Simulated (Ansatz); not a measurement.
Below is a relaxed structure of Ca₂P. The cell was found from a structure generator's guess, not taken from experiment.

All numbers below come from Ansatz, DFT PBE, scalar-relativistic, plane waves, PAW. Cutoff 420 eV, Γ-centred mesh, Gaussian smearing, no spin polarisation.

```
Ca P
1.0
     3.99067    0.00000    0.00000
     0.00000    6.47752    3.47579
     0.00000   -6.47752    3.47579
Ca P
4 2
Direct
  0.00000 0.53429 0.03410
  0.00000 0.44797 0.44797
  0.00000 0.03410 0.53429
  0.50000 0.88436 0.88436
  0.50000 0.70301 0.39542
  0.50000 0.39542 0.70301
```

The zero of energy is the elements' standard structures at the same level; no fitted shifts are applied. The references include black phosphorus.

(1) What space group does it have?

(2) How far does it lie from the elements in energy?

(3) Is it a metal?

## Answers

(1) Amm2 (No. 38). Conventional cell: a = 3.991 Å, b = 12.955 Å, c = 6.952 Å. Ca on a site of symmetry m is surrounded by 4 P at 2.86–2.99 Å, 3 Ca at 3.43–3.48 Å and 5 Ca at 3.87–3.99 Å; Ca on a site of symmetry mm2 has 4 P at 2.91 Å and 4 Ca at 3.43–3.63 Å; around Ca on a second site of symmetry mm2 lie 2 P at 3.07 Å, 2 Ca at 3.63 Å and 6 Ca at 3.87–3.99 Å; around P lie 7 Ca at 2.86–3.07 Å.

(2) −0.877 eV/atom. A negative formation energy is needed for stability but isn't enough: competing phases decide.

(3) No, the gap on the 10×6×6 mesh is 0.09 eV.

The last run used a 10×6×6 mesh (in the run's order of axes) for its 6-atom cell and Gaussian smearing of 0.01 eV. Kohn–Sham gaps at this level usually fall short of measured ones. The reference form of P is held partly by dispersion forces, which this level lacks. Small gaps are read on the mesh alone, and bands can cross between its points. This cell was reached by moving the atoms of another relaxed cell at random and relaxing again, last within the group found; it had no such test of its own.
